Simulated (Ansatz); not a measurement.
## Every step of a relaxation of Y (beta tin type)

DFT, LDA, PAW with Ansatz's default frozen-core files, scalar-relativistic (Ansatz 0.2.0); a Γ-centred 17×17×17 k mesh, Fermi–Dirac smearing of 0.05 eV, no spin polarisation. The run relaxes cell and atoms at a target pressure of 160 GPa.

Command: `ansatz run input.yaml --threads 1 --pin off --max-ram 3584MiB --backend cpu --events-out ev --progress --plain --runs-dir out` It took 61 s on 1 thread of Arm Neoverse V2, with other jobs on the host, peak memory 0.42 GiB.

```yaml
crystal:
  lattice:
    - [-2.2352200862, 2.2352200862, 1.2293710474]
    - [2.2352200862, -2.2352200862, 1.2293710474]
    - [2.2352200862, 2.2352200862, -1.2293710474]
  atoms:
    - { symbol: "Y", position: [-0.375, -0.125, -0.25] }
    - { symbol: "Y", position: [0.375, 0.125, 0.25] }
kpoints:
  mp_grid: { grid: [17, 17, 17] }
scf:
  occupations: { method: fermi_dirac, width: 0.05 }
hamiltonian:
  xc: lda
  pseudopotentials: { kind: paw }
output:
  forces: true
  stress: true
  eigenvalues: true
  write_density: true
  write_potential: true
  elf: true
  volumetric_format: npy
relax:
  f_tol: 0.005
  max_steps: 40
  cell: { p_target: 160.0, stress_tol: 0.08 }
```

Each step lists its enthalpy F + pV a cell above the last geometry, the pressure, the cell vectors (Å), and Cartesian positions (Å) with forces (eV/Å).

The first step:

```
step 1  dH = 187.24 meV  P = 168.7 GPa
  cell -2.2352 2.2352 1.2294  2.2352 -2.2352 1.2294  2.2352 2.2352 -1.2294
  Y 0.0000 -1.1176 -0.3073   0.0000 0.0000 0.0000
  Y 0.0000 1.1176 0.3073   0.0000 0.0000 0.0000
```

The PAW files were made under PBE.

The symmetry of the start is kept and no stability test is made, so the end need not be the stable phase.

Q: Where does the relaxation end, and by which steps?

A: After 5 geometries, with conventional a, b, c = 4.377, 4.377, 2.618 Å, at 12.537 Å³/atom (+2.06 % against the start) in space group I4_1/amd, with a shortest distance of 2.284 Å. The further steps:
```
step 2  dH = 35.30 meV  P = 152.7 GPa
  cell -2.2190 2.2190 1.2883  2.2190 -2.2190 1.2883  2.2190 2.2190 -1.2883
  Y 0.0000 -1.1095 -0.3221   0.0000 0.0000 0.0000
  Y 0.0000 1.1095 0.3221   0.0000 0.0000 0.0000
step 3  dH = 4.22 meV  P = 158.6 GPa
  cell -2.1828 2.1828 1.3204  2.1828 -2.1828 1.3204  2.1828 2.1828 -1.3204
  Y 0.0000 -1.0914 -0.3301   0.0000 0.0000 0.0000
  Y 0.0000 1.0914 0.3301   0.0000 0.0000 0.0000
step 4  dH = 0.04 meV  P = 159.5 GPa
  cell -2.1892 2.1892 1.3092  2.1892 -2.1892 1.3092  2.1892 2.1892 -1.3092
  Y 0.0000 -1.0946 -0.3273   0.0000 0.0000 0.0000
  Y 0.0000 1.0946 0.3273   0.0000 0.0000 0.0000
step 5  dH = 0.00 meV  P = 160.0 GPa
  cell -2.1883 2.1883 1.3090  2.1883 -2.1883 1.3090  2.1883 2.1883 -1.3090
  Y 0.0000 -1.0942 -0.3273   0.0000 0.0000 0.0000
  Y 0.0000 1.0942 0.3273   0.0000 0.0000 0.0000
step 6  dH = -0.05 meV  P = 160.0 GPa  (same geometry on a basis chosen anew; earlier energies don't compare to the last digit)
  cell -2.1883 2.1883 1.3090  2.1883 -2.1883 1.3090  2.1883 2.1883 -1.3090
  Y 0.0000 -1.0942 -0.3273   0.0000 0.0000 0.0000
  Y 0.0000 1.0942 0.3273   0.0000 0.0000 0.0000
```
